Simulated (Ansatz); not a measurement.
Mo:
```
CELL_PARAMETERS angstrom
     -1.56512     1.56512     1.56512
      1.56512    -1.56512     1.56512
      1.56512     1.56512    -1.56512
ATOMIC_POSITIONS crystal
  Mo 0.00000 0.00000 0.00000
```

Relaxed with PBE+D3(BJ). Special points in fractions of this cell's reciprocal vectors: Γ (0.000, 0.000, 0.000); H (0.500, -0.500, 0.500); N (0.000, 0.000, 0.500); P (0.250, 0.250, 0.250).

Q: List the band energies nearest the Fermi level at these points for plane-wave PAW PBE+D3(BJ) (Ansatz code).

A: In eV from the Fermi level; about four levels below and three above (degenerate sets whole), none deeper than 8.9 eV; … stands for higher levels left out; points with the same levels are listed once.

| k | below | above |
|---|---|---|
| Γ | -7.31 -1.43 -1.43 -1.43 | … |
| H | -5.61 -5.61 | … |
| N | -5.46 -3.52 | 1.67 1.71 … |
| P | -2.69 -2.69 -2.69 | … |

Space group Im-3m (bcc (W type)). Symmetry was held in the PBE+D3(BJ) relaxation. No spin polarisation was allowed. The pairwise dispersion correction was not fitted to metals. Scalar-relativistic: spin–orbit coupling is off unless named, which matters more the heavier the elements.

Potentials: the later of the program's two PAW sets.
